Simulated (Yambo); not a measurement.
BSE-type run in Yambo on BeSe (zinc blende, space group F-43m, No. 216), at zero momentum.

Quantum ESPRESSO step (PBE, PseudoDojo standard norm-conserving files, scalar-relativistic):
```
&CONTROL
  calculation = 'nscf'
  pseudo_dir = './pseudo'
  outdir = './out'
/
&SYSTEM
  ibrav = 0
  nat = 2
  ntyp = 2
  ecutwfc = 88.0
  ecutrho = 352.0
  occupations = 'fixed'
  force_symmorphic = .true.
  nbnd = 26
/
&ELECTRONS
  conv_thr = 2e-09
  diago_full_acc = .true.
  diago_thr_init = 1e-08
/
ATOMIC_SPECIES
Be 9.0122 Be.upf
Se 78.9710 Se.upf
CELL_PARAMETERS angstrom
  0.000000000000   2.565126122000   2.565126122000
  2.565126122000   0.000000000000   2.565126122000
  2.565126122000   2.565126122000   0.000000000000
ATOMIC_POSITIONS crystal
Be   0.000000000000   0.000000000000   0.000000000000
Se   0.750000000000   0.750000000000   0.750000000000
K_POINTS automatic
10 10 10 0 0 0
```

Yambo input:
```
rim_cut
optics
bse
bss
dipoles
em1s
RandQpts= 1000000
RandGvec= 1 Ry
FFTGvecs= 40 Ry
Chimod= "HARTREE"
BSKmod= "SEX"
BSEmod= "resonant"
BSSmod= "hs"
BSENGexx= 15 Ry
BSENGBlk= 4 Ry
% BSEQptR
 1 | 1 |
%
% BSEBands
 8 | 14 |
%
% BEnRange
 0.0 | 11.7 | eV
%
% BDmRange
 0.15 | 0.15 | eV
%
BEnSteps= 234
% BLongDir
 1.0 | 0.0 | 0.0 |
%
BSHayTrs= -0.02
BSSNEig= 24
WRbsWF
% BndsRnXs
 7 | 21 |
%
NGsBlkXs= 4 Ry
% LongDrXs
 1.0 | 1.0 | 1.0 |
%
```

From the report:

The dimension is k points × valence × conduction bands = 1000 × 3 × 4 = 12000.
```
  [SLEPC] Approach                          : Krylov-Schur
  [SLEPC] Number of requested eigenvalues   :  24
  [SLEPC] Number of eigenvalues        [NEV]:  24
   [K] Dimension                                    :  12000
   [K] Bands                                        :   8  14
   [K] Exchange res                                 : yes
   [K] Correlation res                              : yes
   [K] W interaction is bare                        : no
   [K] RL vectors exchange                          :  259
   [K] RL vectors correlation                       :   51
   [W] Matrix size                                  :   51
   [W] Bands                                        :   7  21
   [W] Coulomb Cutoff                               : none
   [W] Hxc Kernel                                   : HARTREE
```

Bands and orbitals come from the standard potentials; the scissor and the G0W0 gaps come from a run at the same geometry on the stringent ones, which hold whole semicore shells in the valence.

Spin-orbit coupling is not included.

Geometry relaxed with PBEsol.
